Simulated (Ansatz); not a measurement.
Relaxing a structure of SnO

The start is a relaxed SnO cell, doubled along one cell vector, shaken by Gaussian noise of σ = 0.08 Å a coordinate. Cell shape, volume and atoms are optimised at zero target pressure with PBEsol (plane waves to 420 eV, PAW, scalar-relativistic; Ansatz, an electronic-structure program). The first steps use a coarse 4×7×5 k-mesh.

Starting cell:
```
SnO
1.0
    8.22874     0.00000     0.00000
   -2.05718     3.56315     0.00000
    0.00000     0.00000     5.13368
Sn O
4 4
Direct
  0.17099   0.66786   0.23959
  0.67523   0.67061   0.25219
  0.34644   0.34658   0.76656
  0.82961   0.34536   0.75714
  0.17084   0.66639   0.75197
  0.67398   0.69691   0.72903
  0.33485   0.36710   0.25139
  0.83951   0.33668   0.25024
```

How much energy is released per atom?

0.50 eV/atom.

How does the volume per atom move from start to end?

-8.8 %, from 18.82 to 17.16 Å³/atom.

Does it find its way back to the structure it was made from?

It does not go back: it reaches P4/nmm (No. 129), AFLOW prototype AB_tP4_129_a_c (B10, as in PbO), 0.49 eV/atom below the parent.

How do the shortest distances between atoms change?

The closest pairs of elements (up to four, under 3.6 Å), start → end: O–Sn 2.24 → 2.22 Å; O–O 3.35 → 2.69 Å; Sn–Sn 3.40 → 3.54 Å.

Final values are on a 9×9×7 k-mesh of the relaxed cell. No spin polarisation in the result.

Of the parent cell (P6₃/mmc (No. 194)): it is a generated cell of SnO: the first start was made by placing the elements on the sites of a structure type, and the end was not matched to a known phase here, so it may be hypothetical. Known forms of SnO include space group No. 129.

The first start was generated by placing the elements on the sites of a structure type. A measured structure of SnO has the same space group, P4/nmm (No. 129); the sites were not compared with it.
